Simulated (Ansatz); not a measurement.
GaN (zinc blende)

```cif
data_GaN
_chemical_formula_sum 'N1 Ga1'
_space_group_name_H-M_alt 'P 1'
_space_group_IT_number 1
_cell_length_a 3.21628
_cell_length_b 3.21628
_cell_length_c 3.21628
_cell_angle_alpha 60.000
_cell_angle_beta 60.000
_cell_angle_gamma 60.000
loop_
_space_group_symop_operation_xyz
  'x, y, z'
loop_
_atom_site_label
_atom_site_type_symbol
_atom_site_fract_x
_atom_site_fract_y
_atom_site_fract_z
_atom_site_occupancy
N1 N 0.75000 0.75000 0.75000 1
Ga1 Ga 0.00000 0.00000 0.00000 1
```

Equation-of-state scan: isotropic scaling of the cell above, V₀ being its volume. Symmetry pins the atoms to their sites.

Method: PBE (plane waves to 420 eV, PAW, scalar-relativistic; Ansatz, a program for electronic structure). k mesh 12×12×12 (Γ-centred), Fermi-Dirac smearing 0.05 eV. E stands for the smeared free energy. GaN was relaxed with its symmetry unable to fall. ΔE is measured from the relaxed starting cell.

### Question
Estimate the ΔE (kJ/mol of atoms) for V/V₀ = 0.900, 0.983, 1.017, 1.050, 1.083, 1.100.

### Answer
```tsv
V/V₀	ΔE (kJ/mol of atoms)
0.900	7.37
0.983	0.18
1.017	0.16
1.050	1.39
1.083	3.65
1.100	5.12
```

(A scan under strain: stresses follow from slopes of the energy per volume, elastic moduli from its curvatures.)
